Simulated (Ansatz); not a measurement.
Input:

NbAs:
```
CELL_PARAMETERS angstrom
      3.21726     0.00000     0.00000
      0.00000     3.21726     0.00000
      0.00000     0.00000     3.21726
ATOMIC_POSITIONS crystal
  Nb 0.00000 0.00000 0.00000
  As 0.50000 0.50000 0.50000
```

This is the PBE-relaxed structure.

### Question
All from DFT-PBE in the program Ansatz with PAW potentials, unless another level is named. Give the electronic character.

### Answer
metallic (no gap).

### Question
Next, the formation energy from the elements (no fitted shifts)?

### Answer
-0.43 eV/atom.

### Question
Give the density of states at the Fermi level.

### Answer
0.61 states/eV per atom (mean over ±0.08 eV).

### Question
Predict the gap with spin–orbit coupling.

### Answer
none (metallic).

Space group Pm-3m (CsCl type). The cell is a constructed one: a structure type filled with these elements; neither database checked (COD, Materials Project) lists it. COD files the formula under space group No. 109, so this cell is another polymorph or a model. Whether it is the stable phase at ambient conditions was not checked. The PBE relaxation kept the symmetry of its start; its stability against distortions is not shown here. No spin polarisation was allowed. The references are the lowest solids computed at this level, not always the standard phases. Spin–orbit coupling is left out wherever it is not named.

Potentials: the earlier of the program's two PAW sets.
